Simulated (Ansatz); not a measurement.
Theory: DFT PBE, scalar-relativistic, plane waves, PAW in Ansatz. All cells share a 420 eV cutoff and Γ-centred k meshes spaced at most about 0.3 Å⁻¹ (about 0.25 or finer for metals, 2π included). No spin polarisation in the final relaxations.

All energies are static (0 K, no zero-point motion).

Two forms of Ti3Se were relaxed alike.

A.

```
CELL_PARAMETERS angstrom
-2.64506 2.64506 2.64506
2.64506 -2.64506 2.64506
2.64506 2.64506 -2.64506
ATOMIC_POSITIONS crystal
Ti 0.00000 0.50000 0.50000
Ti 0.50000 0.00000 0.50000
Ti 0.50000 0.50000 0.00000
Se 0.00000 0.00000 0.00000
```

B.

```
CELL_PARAMETERS angstrom
4.59773 -2.37764 0.00000
4.59773 2.37764 0.00000
-1.71623 0.00000 4.57570
ATOMIC_POSITIONS crystal
Ti 0.00000 0.00000 0.50000
Ti 0.50000 0.00000 0.00000
Ti 0.00000 0.50000 0.00000
Se 0.00000 0.00000 0.00000
```

Question: Which form is favoured at zero pressure, and by what margin per atom?

Answer: A is lower, by 0.35 eV/atom. A has space group Im-3m (No. 229), 18.5 Å³/atom and no gap on its mesh; B has space group C2/m (No. 12), 25.0 Å³/atom and no gap. The denser one is the lower, and pressure would at first widen the difference. Even the lower one lies +0.23 eV/atom against the reference forms of the elements (uncorrected), so neither is stable at this level. In A, around Ti lie 2 Se at 2.65 Å and 4 Ti at 2.65 Å; around Se lie 6 Ti at 2.65 Å. In B, Ti on a site of symmetry 2/m is surrounded by 2 Se at 2.44 Å and 4 Ti at 2.95 Å; Ti on a site of symmetry -1 has 2 Ti at 2.38 Å, 2 Se at 2.59 Å and 2 Ti at 2.95 Å; Se has 6 Ti at 2.44–2.59 Å. Both come from invented guesses. A third cell relaxed alike, in P4/mmm, lies 0.71 eV/atom below the lower of the two.

Cells relaxed within their symmetry can be saddle points.
